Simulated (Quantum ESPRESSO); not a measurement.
## HfTa2O6F2 (a curve over one atom's position)

A calculation, not a measurement. The program is pw.x of Quantum ESPRESSO 7.5 (plane-wave density functional theory). The cell is made up: 11 atoms on a fluorite lattice with one site empty, with randomly drawn elements, strain and displacements, not relaxed. PseudoDojo standard norm-conserving files (v0.5 for PBE, v0.4.1 for LDA and PBEsol) set the functional; there is no spin polarisation, spin-orbit coupling or dispersion term, and the masses in the input are unused placeholders.

The hafnium pseudopotential is less sure than the others, with forces about 3 percent (worst 6) and pressure in oxides about 1.5 GPa (worst 2.7) from a second method in checks, which no rerun with the same files tests.

Seven runs move atom 1 (Hf, counted in the order of the input) along y and keep all else fixed.

Input of the run at -0.0107:

```
&control calculation='scf', pseudo_dir='./dojo.nc.sr.pbe.v0_5.standard.upf', outdir='./o', disk_io='medium', tprnfor=.true., tstress=.true. /
&system ibrav=0, nat=11, ntyp=4, nbnd=50, ecutwfc=84.00895049, nosym=.true., tot_charge=0,
 occupations='smearing', smearing='fd', degauss=0.0018374661
/
&electrons conv_thr=7.350e-09, electron_maxstep=60, /
ATOMIC_SPECIES
F 1.0 F.upf
Hf 1.0 Hf.upf
O 1.0 O.upf
Ta 1.0 Ta.upf
CELL_PARAMETERS angstrom
5.0747 0.0269 -0.0086
0.0269 5.0646 -0.0774
-0.0086 -0.0774 5.1114
ATOMIC_POSITIONS angstrom
Hf 0.0407 0.1027 0.024
Ta -0.0548 2.4624 2.497
Ta 2.4822 0.1177 2.5136
O 1.3011 1.2623 1.2799
F 1.2678 1.251 3.8661
O 1.25 3.8974 1.2666
F 1.2252 3.8037 3.7859
O 3.7223 1.2664 1.2694
O 3.7709 1.2901 3.8499
O 3.8402 3.7553 1.1844
O 3.9051 3.6706 3.7532
K_POINTS automatic
4 4 4 1 1 1
```

```
shift of atom 1 along y (Å)  free energy less that of the input shown (eV)  Fx on atom 1 (eV/Å)  Fy on atom 1 (eV/Å)  Fz on atom 1 (eV/Å)  pressure (GPa)  next band up at Gamma (eV)  iterations
                    -0.1165                                        -0.1736               -3.639               -1.108                2.620          -15.53                       0.950          18
                    -0.0580                                        -0.0913               -3.563               -1.699                2.520          -15.58                       0.904          18
                    -0.0437                                        -0.0660               -3.550               -1.840                2.495          -15.56                       0.892          18
                    -0.0107                                         0.0000               -3.528               -2.162                2.439          -15.48                       0.862          18
                    +0.0954                                         0.2856               -3.532               -3.238                2.257          -14.78                       0.754          18
                    +0.1104                                         0.3353               -3.542               -3.401                2.231          -14.63                       0.737          18
```

Question: one run is left out of the table, at +0.0525. Estimate its Fy on atom 1 (eV/Å).

Answer: -2.790. The whole row:

| shift of atom 1 along y (Å) | free energy less that of the input shown (eV) | Fx on atom 1 (eV/Å) | Fy on atom 1 (eV/Å) | Fz on atom 1 (eV/Å) | pressure (GPa) | next band up at Gamma (eV) | iterations |
| --- | --- | --- | --- | --- | --- | --- | --- |
| +0.0525 | 0.1563 | -3.516 | -2.790 | 2.330 | -15.14 | 0.800 | 18 |

A cubic fit gives dFy/dy = -9.80 eV/Å² at zero shift. Across the table the free energy follows the integral of the force to within 0.1 meV. A rerun of one of the cells at a cutoff of 1437 eV and k mesh 6 x 6 x 6 moved values by no more than 0.002 eV in energy, 0.04 GPa in stress and 0.007 eV/Å in force. The band column is the level of band 45 at Gamma less that of band 44, whose number is half the electron count, rounded up; it comes from a band step after each run.